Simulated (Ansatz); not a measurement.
All-electron LAPW in Ansatz 0.2.0 under PBE, scalar-relativistic, energies extrapolated to zero smearing. Slabs are 1×1 cells cut from bulk crystals relaxed on PAW files, with atoms then relaxed, 16 to 20 Å of vacuum, a dipole correction, k spacings of 0.16 to 0.26 Å⁻¹ and smearing of 0.02 to 0.1 eV, without spin–orbit coupling; Cr, Mn, Fe, Co, Ni, Eu and Gd start ferromagnetic, the others run without spin. The bulk type named needn't be the stable one, and no reconstruction is allowed. Antiferromagnetic order, which Cr and Mn prefer, wasn't tried.

```json
{"slab": "bcc Cr (100), 5 layers", "area (Å²)": "8.11", "γ (J/m²)": "3.18", "Φ (eV)": "3.70", "Δd12 (%)": "-4.5"}
{"slab": "bcc Cr (100), 3 layers", "area (Å²)": "8.11", "γ (J/m²)": "3.20", "Φ (eV)": "?", "Δd12 (%)": "3.0"}
{"slab": "bcc Cr (111), 5 layers", "area (Å²)": "14.05", "γ (J/m²)": "3.29", "Φ (eV)": "3.94", "Δd12 (%)": "3.0"}
{"slab": "bcc Cr (111), 7 layers", "area (Å²)": "14.05", "γ (J/m²)": "3.37", "Φ (eV)": "?", "Δd12 (%)": "2.2"}
```

Problem. Fill in "Φ (eV)" for the row "bcc Cr (100), 3 layers".

Solution. 3.84.

Problem. What belongs in the row "bcc Cr (111), 7 layers", column "Φ (eV)"?

Solution. 3.92.
